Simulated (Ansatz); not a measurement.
V₂GeB₂:
```
V2GeB2
1.0
    3.01236     0.00000     0.00000
   -1.50618     2.60878     0.00000
    0.00000     0.00000     6.74920
V Ge B
2 1 2
Cartesian
  0.00000   1.73919   4.81047
  0.00000   1.73919   1.93873
  0.00000   0.00000   0.00000
  0.00000   0.00000   3.37460
  1.50618   0.86959   3.37460
```

Relaxed with PBE. Special points in fractions of this cell's reciprocal vectors: Γ (0.000, 0.000, 0.000); M (0.500, 0.000, 0.000); K (0.333, 0.333, 0.000); A (0.000, 0.000, 0.500); L (0.500, 0.000, 0.500); H (0.333, 0.333, 0.500).

Task: List the band energies nearest the Fermi level at these points for the program Ansatz at the PBE level (PAW).

Result: In eV from the Fermi level; about four levels below and three above (degenerate sets whole), none deeper than 8.9 eV; points with the same levels are listed once.

```tsv
k	below	above
Γ	-0.79 -0.79 -0.27 -0.27	0.94 0.94 1.33
M	-4.00 -3.36 -2.43 -2.10	0.53 1.01 1.18
K	-3.33 -3.04 -1.99 -0.68	0.63 0.78 1.25
A	-0.69 -0.69 -0.40 -0.40	0.75 0.75 1.21
L	-3.02 -2.92 -1.93 -0.21	0.99 1.60 1.76
H	-2.97 -2.93 -2.81 -1.17	0.73 1.58 1.89
```

Space group P-6m2. The start of the workflow was typed in or built on a structure type; neither database checked (COD, Materials Project) lists it. Its standing as an ambient phase is unchecked. Symmetry was held in the PBE relaxation; its stability against distortions is not shown here. The workflow began spin-polarised and lost its moments. Spin–orbit coupling is left out wherever it is not named.

Potentials: the earlier of the program's two PAW sets.
